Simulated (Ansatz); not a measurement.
Ansatz (a quantum-chemistry and plane-wave program) input:

Ansatz 0.2 input:
```yaml
crystal:
  lattice:
    - [-1.8878230448, 1.8878230448, 5.0320159079]
    - [1.8878230448, -1.8878230448, 5.0320159079]
    - [1.8878230448, 1.8878230448, -5.0320159079]
  atoms:
    - { symbol: Si, position: [0.0, 0.0, 0.0] }
    - { symbol: Ge, position: [0.75, 0.25, 0.5] }
    - { symbol: Ge, position: [0.25, 0.75, 0.5] }
    - { symbol: Ge, position: [0.5, 0.5, 0.0] }
kpoints:
  mp_grid: { grid: [11, 11, 11] }
  band_path:
    path:
      - [[0.0, 0.0, 0.0], [0.0, 0.0, 0.5], [0.25, 0.25, 0.25], [0.0, 0.5, 0.0], [0.0, 0.0, 0.0], [0.5, 0.5, -0.5], [0.2851867021, 0.7148132979, -0.2851867021]]  # Γ-X-P-N-Γ-M-S
      - [[-0.2851867021, 0.2851867021, 0.2851867021], [0.0, 0.0, 0.0]]  # S_0-Γ
      - [[0.0, 0.0, 0.5], [-0.0703734042, 0.0703734042, 0.5]]  # X-R
      - [[0.5, 0.5, -0.0703734042], [0.5, 0.5, -0.5]]  # G-M
    npoints: 8
hamiltonian:
  xc: r2scan
  dispersion: d4
  pseudopotentials: { kind: paw }
magnetization: { noncollinear: true, spin_orbit: true }
scf:
  n_extra_bands: 12
  convergence: { dr2_threshold: 0.0000000001 }
  occupations: { method: gaussian, width: 0.05 }
output: { eigenvalues: true }
```

Output (shortened):

```
basis.fft_grid_basis auto: the FFT boxes are laid along the combinations [[1, 0, 1], [0, 1, 1], [0, 0, 1]] of the cell's own vectors, 3.776, 3.776 and 5.696 Å …
Pseudopotential: Si, paw_fr, valence charge 4
Pseudopotential: Ge, paw_fr, valence charge 14
Functional definition: r2SCAN
non-collinear run that drives no moment, with spin-orbit …
Crystal: 4 atoms, lattice volume = 71.734 Å³
Basis set: ecut = 500 eV, 1799 PW (Γ), FFT grids on a1+a3, a2+a3, a3, exchange–correlation on 120×120×180 points (64 copies of the dense FFT grid, shifted against one another)
Bands: 58, of which v1, the nominal top of the filled ones, is band 46 counted from 1 (45 counted from 0)
Symmetry: 16 space group operations + 16 with time reversal
k-points: 126 of 1331
Projection manifold: j_resolved (fully-relativistic pseudo-atomic orbitals)
iter 1 solved again at ethr=4.82e-4 eV; its pass at ethr=3.10e-3 eV (dr2=2.22e-1 eV) is discarded
SCF iter   1: F=—  HF=-13537.213985 eV  |F-HF|=—  |Δ(HF+E_count)|=         —  Δρ=2.05e-2  dr2=2.23e-1  dr2_τ=8.69e-4  dr2_m=0.00e0 (ungated)  ethr=4.82e-4  |M|=0.00e0 ∫|m|=0.00e0 μB  |m|>n=0.0e0 m-floor=0.0e0 τ_xc=0.0e0  β_m=0.30  ⟨swp⟩=1.7  Hψ=20478  notcnv=0…
preconditioner: auto → Kerker (q_TF=auto, 2.534 Å⁻¹)
spin=Noncollinear: Kerker preconditioning applied to the charge; magnetization (m_x, m_y, m_z) channels mix plain (no charge-response kernel on spin).
SCF iter   2: F=—  HF=-13537.275359 eV  |F-HF|=—  |Δ(HF+E_count)|=   6.14e-2  Δρ=1.64e-2  dr2=1.50e-1  dr2_τ=2.36e-4  dr2_m=0.00e0 (ungated)  ethr=4.82e-4  |M|=0.00e0 ∫|m|=0.00e0 μB  |m|>n=0.0e0 m-floor=0.0e0 τ_xc=0.0e0  β_m=0.55  ⟨swp⟩=2.0  Hψ=4598  notcnv=0
SCF iter   3: F=—  HF=-13537.287818 eV  |F-HF|=—  |Δ(HF+E_count)|=   1.25e-2  Δρ=3.01e-3  dr2=5.17e-3  dr2_τ=2.33e-5  dr2_m=0.00e0 (ungated)  ethr=3.26e-4  |M|=0.00e0 ∫|m|=0.00e0 μB  |m|>n=0.0e0 m-floor=0.0e0 τ_xc=0.0e0  β_m=0.56  ⟨swp⟩=2.8  Hψ=5737  notcnv=0  defer=2
SCF iter   4: F=—  HF=-13537.287583 eV  |F-HF|=—  |Δ(HF+E_count)|=   2.35e-4  Δρ=1.09e-3  dr2=7.43e-4  dr2_τ=1.96e-6  dr2_m=0.00e0 (ungated)  ethr=1.12e-5  |M|=0.00e0 ∫|m|=0.00e0 μB  |m|>n=0.0e0 m-floor=0.0e0 τ_xc=0.0e0  β_m=0.78  ⟨swp⟩=2.0  Hψ=6517  notcnv=0  defer=4
SCF iter   5: F=—  HF=-13537.288247 eV  |F-HF|=—  |Δ(HF+E_count)|=   6.64e-4  Δρ=4.17e-4  dr2=1.08e-4  dr2_τ=2.91e-7  dr2_m=0.00e0 (ungated)  ethr=1.61e-6  |M|=0.00e0 ∫|m|=0.00e0 μB  |m|>n=0.0e0 m-floor=0.0e0 τ_xc=0.0e0  β_m=0.89  ⟨swp⟩=2.0  Hψ=4660  notcnv=0  defer=4
SCF iter   6: F=—  HF=-13537.288359 eV  |F-HF|=—  |Δ(HF+E_count)|=   1.12e-4  Δρ=1.27e-4  dr2=1.05e-5  dr2_τ=2.64e-8  dr2_m=0.00e0 (ungated)  ethr=2.34e-7  |M|=0.00e0 ∫|m|=0.00e0 μB  |m|>n=0.0e0 m-floor=0.0e0 τ_xc=0.0e0  β_m=0.94  ⟨swp⟩=2.0  Hψ=4660  notcnv=0  defer=4
SCF iter   7: F=—  HF=-13537.288378 eV  |F-HF|=—  |Δ(HF+E_count)|=   1.92e-5  Δρ=3.18e-5  dr2=7.89e-7  dr2_τ=1.71e-9  dr2_m=0.00e0 (ungated)  ethr=2.28e-8  |M|=0.00e0 ∫|m|=0.00e0 μB  |m|>n=0.0e0 m-floor=0.0e0 τ_xc=0.0e0  β_m=0.97  ⟨swp⟩=2.0  Hψ=4665  notcnv=0  defer=6
SCF iter   8: F=—  HF=-13537.288399 eV  |F-HF|=—  |Δ(HF+E_count)|=   2.07e-5  Δρ=1.51e-5  dr2=1.50e-7  dr2_τ=3.25e-10  dr2_m=0.00e0 (ungated)  ethr=1.71e-9  |M|=0.00e0 ∫|m|=0.00e0 μB  |m|>n=0.0e0 m-floor=0.0e0 τ_xc=0.0e0  β_m=0.83  ⟨swp⟩=2.0  Hψ=6548  notcnv=0  defer=6
SCF iter  11: F=-13537.288399 eV  HF=-13537.288399 eV  |F-HF|=4.73e-11  |Δ(HF+E_count)|=   1.02e-9  Δρ=2.46e-7  dr2=4.51e-11  dr2_τ=6.29e-14  dr2_m=0.00e0 (ungated)  ethr=1.00e-12  |M|=0.00e0 ∫|m|=0.00e0 μB  |m|>n=0.0e0 m-floor=0.0e0 τ_xc=0.0e0  ⟨swp⟩=3.4  Hψ=8257  notcnv=0
SCF 1 converged in 11 iterations: F = -13537.288399 eV  dr2 = 4.51e-11
NSCF: frozen V_eff on 76 k-points
SCF converged after 11 iterations
Magnetization: |M| = 0.0000 μB,  M = (+0.0000, +0.0000, +0.0000) μB
Absolute magnetization: 0.0000 μB (∫|m|)
  site 0: m = (+0.0000, +0.0000, +0.0000) μB, |m| = 0.0000 μB  (R = 1.10 Å)
  site 1: m = (+0.0000, +0.0000, +0.0000) μB, |m| = 0.0000 μB  (R = 1.10 Å)
  site 2: m = (+0.0000, +0.0000, +0.0000) μB, |m| = 0.0000 μB  (R = 1.10 Å)
  site 3: m = (+0.0000, +0.0000, +0.0000) μB, |m| = 0.0000 μB  (R = 1.10 Å)
Free energy (F): -13537.288399 eV
Harris-Foulkes:  -13537.288399 eV  (|F-HF|=4.73e-11)
Internal energy: -13537.285767 eV  (E = F + TS)
E sigma→0 (E₀):  -13537.287083 eV
Entropy (-TS):   -0.002632 eV (-0.658 meV/atom)
Fermi energy:    10.836211 eV
--- Per-component energies (eV) ---
  E_band       = -355.859573
  E_kinetic    = 369.983326
  E_local      = -6904.137819  (includes V_loc(G=0)·N_el)
  E_nonlocal   = 1276.570856
  E_hartree    = 3051.488174
  E_xc         = -258.596656
  E_vxc        = -254.444023  (∫ρ·V_xc dr)
  E_paw        = -6603.716461  (= ΣΔE_a)
  E_vpaw       = -961.001212  (= ΣTr[D̂ρ^β])
  E_aug_tail   = 0.000055  (compensation charges beyond the density's cutoff)
  E_vtau       = 14.192728  (kinetic-family band-sum trace: ∫τ·v_τ [+ j·A + Jᵃ·Aᵃ] dr)
  E_ewald      = -4465.041550
  E_disp       = -0.547606  (pairwise vdW)
  E_core_change = -3.288087  (= ΣΔE_core)
  E_smearing   = -0.002632  (= −TS)
  E_closure    =  0.000000  (closes the sum)
  Σ components = -13537.288399   (vs F -13537.288399, Δ=0.00e0)
  [band-id]    e_kinetic+e_local+e_nonlocal+2·e_hartree+e_vxc+e_vpaw+e_augmentation_tail+e_vtau = -355.859741   (vs E_band -355.859573, Δ=-1.68e-4)
--- Band table (eV; the first three rows and the last of 126) ---
  k-point 0: bands = ["-15.0205", "-15.0205", "-14.9997", "-14.9997", "-14.9859", "-14.9859", "-14.9566", "-14.9566", "-14.9122", "-14.9122", "-14.8719", "-14.8719", "-14.4442", "-14.4442", "-14.4373", "-14.4373", "-14.4260", "-14.4260", "-14.3763", …
  k-point 1: bands = ["-15.0147", "-15.0147", "-14.9974", "-14.9974", "-14.9857", "-14.9857", "-14.9551", "-14.9551", "-14.9121", "-14.9121", "-14.8717", "-14.8717", "-14.4394", "-14.4394", "-14.4352", "-14.4352", "-14.4244", "-14.4244", "-14.3790", …
  k-point 2: bands = ["-15.0080", "-15.0080", "-14.9862", "-14.9862", "-14.9855", "-14.9855", "-14.9527", "-14.9527", "-14.9116", "-14.9116", "-14.8714", "-14.8714", "-14.4314", "-14.4314", "-14.4276", "-14.4276", "-14.4164", "-14.4164", "-14.3872", …
  k-point 125: bands = ["-15.0170", "-15.0170", "-14.9975", "-14.9975", "-14.9876", "-14.9876", "-14.9569", "-14.9569", "-14.9145", "-14.9145", "-14.8723", "-14.8723", "-14.4399", "-14.4399", "-14.4357", "-14.4357", "-14.4248", "-14.4248", "-14.3813", …
```

Cost: about 6 core-minutes (a rough figure) on shared cores.

Space group I4/mmm. The workflow started from a Materials Project entry (that database holds measured and hypothetical structures alike); the Crystallography Open Database copy checked does not list it. Its standing as an ambient phase is unchecked. The r²SCAN+D4 relaxation kept the symmetry of its start; its stability against distortions is not shown here. Its formation energy is positive at this level, so the cell may be metastable or incomplete.

Potentials: the later of the program's two PAW sets.

Ansatz is a plane-wave DFT program.
